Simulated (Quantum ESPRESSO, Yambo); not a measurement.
## Quasiparticle gap of KNH₂

Space group P2₁/m (No. 11); a = 4.5476 Å, b = 3.7393 Å, c = 6.1855 Å, α = γ = 90.00°, β = 95.31°

```json
[
 {"atom": "H", "site": "4f", "symmetry": "1", "x": "0.7009", "y": "0.0390", "z": "0.1303"},
 {"atom": "N", "site": "2e", "symmetry": "m", "x": "0.7274", "y": "0.2500", "z": "0.2365"},
 {"atom": "K", "site": "2e", "symmetry": "m", "x": "0.2249", "y": "0.7500", "z": "0.3097"}
]
```

The geometry is that of Materials Project entry mp-24428, symmetrised and not relaxed again.

Starting point: LDA (Quantum ESPRESSO, PseudoDojo norm-conserving, 84 Ry, scalar-relativistic). G0W0 in Yambo: 4×4×2 Γ-centred k mesh, 148 bands and a 7 Ry block in the screening, 148 bands in G with the Bruneval-Gonze terminator, plasmon pole fitted at 27.2 eV.

```json
{
 "LDA gap along the band path": "1.94 eV",
 "LDA gap between the mesh's edge points (Γ → Γ)": "1.94 eV",
 "G0W0 gap between the same points": "4.22 eV"
}
```

```
k point          band  E LDA (eV)  E QP (eV)  shift (eV)     Z
---------------  ----  ----------  ---------  ----------  ----
Γ                  VB        0.00      -1.19       -1.19  0.79
Γ                  CB        1.94       3.04        1.09  0.86
(-0.5, -0.5, 0)    VB       -0.29      -1.57       -1.29  0.79
(-0.5, -0.5, 0)    CB        4.19       5.60        1.41  0.86
```

Energies count from the LDA valence-band maximum.

Nearest settings tried, and what they do to the gap: 115 bands in W, 115 bands in G: +0 meV; 6 Ry block (181 vectors against 219): -42 meV; 4×4×4 mesh: +16 meV. So the settings aren't converged at that level.
